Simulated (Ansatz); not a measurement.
A strain series on HfSiO₄ (I4_1/amd): uniaxial along z, other directions held

HfSiO₄ (I4_1/amd) from a database structure, relaxed with r2SCAN in Ansatz, then strained (uniaxial along z, other directions held; changes of length per length, axes as in the cell below) with the atoms relaxed again within the symmetry that is left. Space group I4_1/amd (No. 141), tetragonal; conventional cell a = 6.582 Å, c = 5.972 Å, 10.78 Å³ an atom. Around Hf lie 8 O at 2.12–2.26 Å; around Si lie 4 O at 1.62 Å; around O lie 1 Si at 1.62 Å and 2 Hf at 2.12–2.26 Å. Calculated for a static, non-magnetic cell.

```yaml
crystal:
  lattice:
    - [-3.29082, 3.29082, 2.98577]
    - [3.29082, -3.29082, 2.98577]
    - [3.29082, 3.29082, -2.98577]
  atoms:
    - { symbol: Hf, position: [0.00000, 0.00000, 0.00000] }
    - { symbol: Hf, position: [0.75000, 0.25000, 0.50000] }
    - { symbol: Si, position: [0.25000, 0.75000, 0.50000] }
    - { symbol: Si, position: [0.50000, 0.50000, 0.00000] }
    - { symbol: O, position: [0.13525, 0.31988, 0.81537] }
    - { symbol: O, position: [0.06988, 0.75451, 0.68463] }
    - { symbol: O, position: [0.06988, 0.38525, 0.31537] }
    - { symbol: O, position: [0.50451, 0.31988, 0.18463] }
    - { symbol: O, position: [0.68012, 0.49549, 0.81537] }
    - { symbol: O, position: [0.61475, 0.93012, 0.68463] }
    - { symbol: O, position: [0.24549, 0.93012, 0.31537] }
    - { symbol: O, position: [0.68012, 0.86475, 0.18463] }
```

Gaps are the least over each mesh (PBE 6×6×6, r2SCAN 6×6×6, HSE06 4×4×4 when unstrained) and the special points, which keep their unstrained names; stress is the change from the unstrained cell, compression positive.

| strain (%) | gap, PBE (eV) | gap, r2SCAN (eV) | gap, HSE06 (eV) | edges, HSE06 | stress along the strain, r2SCAN (GPa) | energy rise, r2SCAN (meV/atom) |
| --- | --- | --- | --- | --- | --- | --- |
| -3.0 | 5.558 | 6.135 | 7.388 | Γ–Z (0.23) → (0.198, 0.354, 0.224) | +16.61 | 16.3 |
| -1.0 | 5.474 | 6.046 | 7.295 | Γ–Z (0.16) → (0.188, 0.312, 1/4) | +5.19 | 1.7 |
| 0.0 | 5.428 | 5.997 | 7.244 | Γ–Z (0.11) → (0.188, 0.302, 1/4) | 0.00 | 0.0 |
| +1.0 | 5.379 | 5.945 | 7.189 | Γ → (1/6, 0.271, 0.281) | -4.83 | 1.6 |
| +2.0 | 5.328 | 5.898 | 7.131 | Γ → Γ–X (0.93) | -9.29 | 6.4 |
| +3.0 | 5.266 | 5.834 | 7.062 | Γ → Γ–X (0.91) | -13.38 | 14.0 |

Question: Estimate the row for a strain of -2.0 %.

Answer:

| strain (%) | gap, PBE (eV) | gap, r2SCAN (eV) | gap, HSE06 (eV) | edges, HSE06 | stress along the strain, r2SCAN (GPa) | energy rise, r2SCAN (meV/atom) |
| --- | --- | --- | --- | --- | --- | --- |
| -2.0 | 5.518 | 6.092 | 7.344 | Γ–Z (0.18) → (0.193, 1/3, 0.234) | +10.73 | 7.1 |

Between zero and the nearest strains the slope of the HSE06 gap against strain is -0.051 eV per percent for negative and -0.055 for positive strain.

The runs are scalar-relativistic, without spin-orbit coupling.

Where an edge lies off the special points, it is a point of the mesh or the k point where a search put PBE's edge or least direct gap, reused for the other functionals, whose own edges may lie a little apart.

Coordinates of k points refer to the reciprocal vectors of the primitive cell of the runs.

The meshes of the hybrids are coarse, so their gaps aren't converged to the digits shown.
